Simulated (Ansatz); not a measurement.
Task: Write an Ansatz input for a single-point calculation of IrS with PBE (scalar-relativistic), a cutoff of 420 eV (density cutoff 4 times that), a Γ-centred 6×6×6 mesh and Gaussian smearing of 0.05 eV, without spin polarisation. Forces, stress and eigenvalues are wanted. The structure:
```
Ir S
1.0
     0.0000000000    2.5300000000    2.5300000000
     2.5300000000    0.0000000000    2.5300000000
     2.5300000000    2.5300000000    0.0000000000
Ir S
1 1
Direct
  0.5000000000 0.5000000000 0.5000000000
  0.0000000000 0.0000000000 0.0000000000
```

Result: 
```yaml
crystal:
  lattice:
    - [0.0, 2.53, 2.53]
    - [2.53, 0.0, 2.53]
    - [2.53, 2.53, 0.0]
  atoms:
    - { symbol: Ir, position: [0.5, 0.5, 0.5] }
    - { symbol: S, position: [0.0, 0.0, 0.0] }
basis:
  ecutwfc: 420
  ecutrho_ratio: 4
kpoints:
  mp_grid: { grid: [6, 6, 6] }
hamiltonian:
  xc: pbe
scf:
  occupations: { method: gaussian, width: 0.05 }
output:
  forces: true
  stress: true
  eigenvalues: true
```

Launched as:
```sh
ansatz run input.yaml --threads 2 --pin off --max-ram 2662MiB --backend cpu --events-out ev --progress --plain --runs-dir out
```

Run as written, it has 23 valence electrons, 609 plane waves at Γ, 48 symmetry operations and 16 irreducible k-points; it took 6 SCF iterations in all. Cost: 0.44 s on 2 threads of Arm Neoverse V2 (shared host), peak memory 0.27 GiB.

The start was a prototype's sites filled with these elements, not a measured cell.
